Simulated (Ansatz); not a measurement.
Input:

Cu (β-Sn type, space group No. 141), a = 4.5680 Å, b = 4.5680 Å, c = 2.4123 Å, α = 90.00°, β = 90.00°, γ = 90.00°; the cell used has 2 atoms.

This is the r²SCAN-relaxed structure.

All from r²SCAN in the plane-wave PAW code Ansatz, unless another level is named. Estimate the bulk modulus (Birch–Murnaghan fit).

131 GPa.

Give the highest zone-centre frequency.

245 cm⁻¹.

Space group I4_1/amd (β-Sn type). The cell is a constructed one: a structure type filled with these elements; neither database checked (COD, Materials Project) lists it. It is not the phase usual at ambient conditions (space group No. 225). The cell was relaxed with r²SCAN under the symmetry of its start; of distortions, only those at the zone centre were tested. The run is not spin-polarised. As this level gives no gap, phonon frequencies hold no LO–TO term and depend on the k-mesh and smearing (Fermi–Dirac, 0.1 eV here). Axis ratios of metals converge slowly with the k-mesh, so a and c are less sure than the volume.

Potentials: the later of the program's two PAW sets.
